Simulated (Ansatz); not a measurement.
Density of states of Sn (Immm, a = 3.461 Å, b = 3.644 Å, c = 3.974 Å, α = 90.00°, β = 90.00°, γ = 90.00°), in states per eV and primitive cell, averaged over bins of 0.3 eV. Method: Ansatz, DFT PBEsol+D3(BJ), scalar-relativistic, plane waves, PAW.

Settings: cutoff 420 eV, Γ-centred mesh 16×16×16 on the computed 1-atom cell, Gaussian smearing of 0.10 eV; no spin polarisation.

The cell is relaxed at this level. The states (both spins) are summed by tetrahedra on a 24×24×24 mesh at the self-consistent density. Energies are bin centres; the table starts no lower than −8 eV and ends at 6 eV, or lower where the solved bands end.

It is a metal at this level.

```
E − E_F (eV) total Sn 5p Sn 5s
       -7.90   0.32   0.13   0.19
       -7.60   0.34   0.13   0.21
       -7.30   0.37   0.14   0.23
       -7.00   0.42   0.13   0.28
       -6.70   0.44   0.13   0.31
       -6.40   0.45   0.12   0.33
       -6.10   0.44   0.11   0.33
       -5.80   0.42   0.09   0.32
       -5.50   0.37   0.07   0.30
       -5.20   0.23   0.04   0.18
       -4.90   0.14   0.06   0.09
       -4.60   0.19   0.12   0.07
       -4.30   0.25   0.18   0.06
       -4.00   0.30   0.23   0.06
       -3.70   0.35   0.28   0.06
       -3.40   0.42   0.34   0.07
       -3.10   0.52   0.43   0.09
       -2.80   0.53   0.42   0.10
       -2.50   0.48   0.37   0.10
       -2.20   0.45   0.34   0.10
       -1.90   0.48   0.37   0.10
       -1.60   0.51   0.40   0.10
       -1.30   0.48   0.38   0.09
       -1.00   0.49   0.39   0.09
       -0.70   0.50   0.40   0.09
       -0.40   0.53   0.43   0.09
       -0.10   0.53   0.43   0.08
        0.20   0.53   0.43   0.08
        0.50   0.54   0.44   0.07
        0.80   0.56   0.47   0.07
        1.10   0.57   0.48   0.07
        1.40   0.57   0.48   0.06
        1.70   0.57   0.48   0.06
        2.00   0.58   0.48   0.06
        2.30   0.58   0.49   0.05
        2.60   0.59   0.49   0.05
        2.90   0.59   0.50   0.05
        3.20   0.59   0.50   0.04
        3.50   0.60   0.51   0.04
        3.80   0.64   0.53   0.04
        4.10   0.71   0.59   0.04
        4.40   0.68   0.55   0.03
        4.70   0.67   0.53   0.03
        5.00   0.67   0.51   0.03
        5.30   0.71   0.53   0.03
        5.60   0.64   0.46   0.02
```

The columns after the total are the Löwdin projections on the occupied valence shells of the potentials. The rest of the total lies in shells that are empty in the free atom, which aren't projected, and between the atoms.

This form isn't the element's structure at ambient conditions.

Cost: 1 run of about 0.51 core-minutes, on Intel Xeon Platinum 8488C (Sapphire Rapids) (shared hosts).